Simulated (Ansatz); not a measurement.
Values for one crystal, relaxed and computed with the program Ansatz at the PBEsol level (PAW); other levels are named.

Volume per atom: 19.77 Å³
Electronic character: metallic (no gap)
Pressure derivative B′: 4.8
Formation energy from the elements (no fitted shifts): -0.001 eV/atom
Density of states at the Fermi level: 0.86 states/eV per atom (mean over ±0.08 eV)
Bulk modulus (Birch–Murnaghan fit): 105 GPa

Task: Pick the material that matches.
A) AlV2C, P6_3/mmc (Al on 2d, V on 4f, C on 2a)
B) Mn3RhN, anti-perovskite
C) Co3Ge2, P-6m2 (Co on 2i, Co on 1b, Ge on 1a, Ge on 1d)
D) VSb, NiAs type

Result: D, VSb, NiAs type

The workflow started from a Materials Project entry (that database holds measured and hypothetical structures alike); the Crystallography Open Database copy checked does not list it. Its standing as an ambient phase is unchecked. Symmetry was held in the PBEsol relaxation; its stability against distortions is not shown here. The final state is ferromagnetic, chosen from 5 collinear starts compared on coarse meshes (ties went to the first, and starts can fall back to one state), not a proven ground state. The program gave a warning on the electronic state, which may not be the lowest. The references are the lowest solids computed at this level, not always the standard phases. Spin–orbit coupling is left out wherever it is not named.

Potentials: the later of the program's two PAW sets.
